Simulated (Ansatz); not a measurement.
BN (zinc blende), conventional cell a = 3.625 Å, b = 3.625 Å, c = 3.625 Å, α = 90.00°, β = 90.00°, γ = 90.00°. The calculation uses the primitive cell of 2 atoms, to which meshes and values per cell refer.

E(V) scan at fixed shape, V₀ the volume above. Symmetry pins the atoms to their sites.

Calculation: PBE (plane waves to 420 eV, PAW, scalar-relativistic; Ansatz, an electronic-structure program). k mesh 16×16×16 (Γ-centred), Fermi-Dirac smearing 0.05 eV. The energy includes the smearing's −TS. BN was relaxed with its symmetry unable to fall. The zero of ΔE is the relaxed starting cell.

| V (Å³/atom) | ΔE (meV/atom) |
|---|---|
| 5.596 | 27.3 |
| 5.655 | 18.6 |
| 5.715 | 11.8 |
| 5.774 | 6.5 |
| 5.834 | 2.9 |
| 5.893 | 0.7 |
| 5.953 | 0.0 |
| 6.012 | 0.7 |
| 6.072 | 2.6 |
| 6.132 | 5.9 |
| 6.191 | 10.4 |
| 6.251 | 16.0 |
| 6.310 | 22.7 |

### Question
What bulk modulus B₀ follows from a third-order Birch-Murnaghan fit?

### Answer
371 GPa.

### Question
What is the fitted pressure derivative B₀′?

### Answer
3.6.

(A scan under strain: stresses follow from slopes of the energy per volume, elastic moduli from its curvatures.)
